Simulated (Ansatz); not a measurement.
Ag3Pt (Cu3Au type, Pm-3m), the program Ansatz at the PBEsol level (PAW), all energies at zero smearing, with the estimated change up to a 700 eV cutoff added, with one set of potentials and settings (totals compare only within such a set). Cell of 4 atoms (3 Ag, 1 Pt): -34950.513 eV.

```tsv
element	reference phase	E (eV/atom)
Ag	P6_3/mmc, 4 atoms in the cell	-7522.2452
Pt	Fm-3m, 1 atoms in the cell	-12383.8180
```

Formation energy per atom, worked out: (-34950.513 − 3×(-7522.2452) − 1×(-12383.8180))/4 = 0.010 eV/atom (1 kJ per mol of atoms), at 0 K, without zero-point energy or fitted corrections.

The workflow started from an entry of the Crystallography Open Database (COD). Whether it is the stable phase at ambient conditions was not checked. The cell was relaxed with PBEsol under the symmetry of its start; its stability against distortions is not shown here. The run is not spin-polarised. The references are the lowest solids computed at this level, not always the standard phases. Spin–orbit coupling is left out wherever it is not named.

Potentials: the later of the program's two PAW sets.
